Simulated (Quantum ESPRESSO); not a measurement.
# Where does O sit best among S sites?

Calculated results; nothing here was measured. They come from pw.x of Quantum ESPRESSO 7.5, a plane-wave density functional program, with PseudoDojo standard norm-conserving files (v0.5 for PBE, v0.4.1 for LDA and PBEsol). The cells are made up: elements, strain and atom displacements were drawn at random, and nothing was relaxed. There is no spin polarisation, spin-orbit coupling or dispersion term.

The cell has 8 sites of a zincblende or diamond lattice. Sites 1 to 4 hold Mg Mg Mg Mg; sites 5 to 8 hold X X X X. Cell vectors in Å: (5.776, -0.019, 0.078); (-0.019, 5.879, -0.030); (0.078, -0.030, 5.851). Settings: PBE, cutoff 1143 eV, 4 x 4 x 4 k mesh shifted by half a step, Fermi-Dirac smearing of 0.025 eV.

In each run one of the sites marked X holds O and the others hold S; cell and positions stay the same. E is the free energy of the cell.

```
site of the guest  first shell  mean distance (Å)  E above the lowest (eV)  P (GPa)  force on the guest (eV/Å)
                5          Mg4              2.520                    0.124    -6.98                      0.363
                6          Mg4              2.529                    0.208    -6.84                      0.576
                7          Mg4              2.476                    0.000    -7.25                      0.309
                8          Mg4              2.600                    0.660    -6.04                      0.489
```

A rerun of one of these cells at 1437 eV and k mesh 6 x 6 x 6 moved values by no more than 0.003 eV in the cell's energy, 0.02 GPa in stress and 0.005 eV/Å in force.

## Reading the table

Site 7 is lowest, by 0.124 eV, over three times the rerun's bound. A straight line of energy against the mean distance has a slope of 5.5 ± 0.8 eV/Å, so the guest costs less on the tighter sites. The positions are random and not relaxed, so the differences hold for this frozen cell and are not site preferences of a real crystal.